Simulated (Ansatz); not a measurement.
The start is a relaxed TiB2 cell, doubled along one cell vector, shaken by Gaussian noise of σ = 0.08 Å a coordinate. Cell shape, volume and atoms are optimised at zero target pressure with PBE (plane waves to 420 eV, PAW, scalar-relativistic; Ansatz, a first-principles code). First-step values are on the input's coarse k-mesh.

Ansatz input (later rounds restart from its end on a renewed k-mesh):
Ansatz 0.2 input:
```yaml
crystal:
  lattice:
    - [3.0318925731, 0, 0]
    - [-3.031892573, 5.2513919797, 0]
    - [0, 0, 3.2243558101]
  atoms:
    - { symbol: B, position: [0.3313923589, 0.3462233187, 0.0417223597] }
    - { symbol: B, position: [0.3361180703, 0.8523802155, -0.0611492083] }
    - { symbol: B, position: [0.6902250102, 0.164226274, 0.0104246331] }
    - { symbol: B, position: [0.6418508849, 0.6441674353, -0.0343372547] }
    - { symbol: Ti, position: [-0.0266362436, 0.0127151268, 0.4951386652] }
    - { symbol: Ti, position: [0.0209788578, 0.4915085055, 0.4879798604] }
basis: { ecutwfc: 420, ecutrho_ratio: 4, xc_grid: 2, fft_grid_basis: typed }
kpoints: { mp_grid: { grid: [9, 5, 7] } }
hamiltonian:
  xc: pbe
  dispersion: none
  pseudopotentials: { azcp: { folder: ./paw }, kind: paw }
scf: { occupations: { method: fermi_dirac, width: 0.05 } }
relax: { f_tol: 0.01, max_steps: 100, cell: { stress_tol: 0.02 } }
output: { forces: true, stress: true }
```

```yaml
initial_pressure: "+8 GPa (positive: the cell is compressed)"
energy_released: 0.21 eV/atom
Shortest distances (start → end): "The closest pairs of elements (up to four, under 3.6 Å), start → end: B–B 1.58 → 1.75 Å; B–Ti 2.14 → 2.38 Å; Ti–Ti 2.83 → 3.03 Å"
band_gap_at_the_end: no gap (metallic)
optimiser_moves: 7
```

Final values are on a 18×18×14 k-mesh of the relaxed cell. No spin polarisation in the result.

The first start was generated by a random draw of sites in a space group. A measured structure of TiB2 has the same space group, P6/mmm (No. 191); the sites were not compared with it.
